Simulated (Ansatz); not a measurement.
I (fcc type), DFT, LDA, all-electron LAPW, scalar-relativistic (Ansatz 0.2.0), on 1 thread of Arm Neoverse V2 (shared host).

Command: `ansatz run input.yaml --threads 1 --pin off --max-ram 3584MiB --backend cpu --events-out ev --progress --plain --runs-dir out`

```yaml
crystal:
  lattice:
    - [0.0, 1.9690123941, 1.9690123941]
    - [1.9690123941, 0.0, 1.9690123941]
    - [1.9690123941, 1.9690123941, 0.0]
  atoms:
    - { symbol: I, position: [0.0, 0.0, 0.0] }
kpoints:
  mp_grid: { grid: [16, 16, 16] }
scf:
  occupations: { method: fermi_dirac, width: 0.05 }
hamiltonian:
  xc: lda
  pseudopotentials: { kind: all_electron, lapw: { basis_error: 0.0005 } }
output:
  forces: true
  stress: true
  eigenvalues: true
relax:
  f_tol: 0.005
  max_steps: 12
  cell: { p_target: 150.0, stress_tol: 0.075 }
```

Problem. How large is the problem that the program sets up?

Solution. 145 irreducible k-points, 169 plane waves at Γ, 17 bands.

Problem. About how long does it take?

Solution. 33 s of wall time for 12 SCF iterations over 3 geometries. Times on shared machines scatter by tens of per cent.
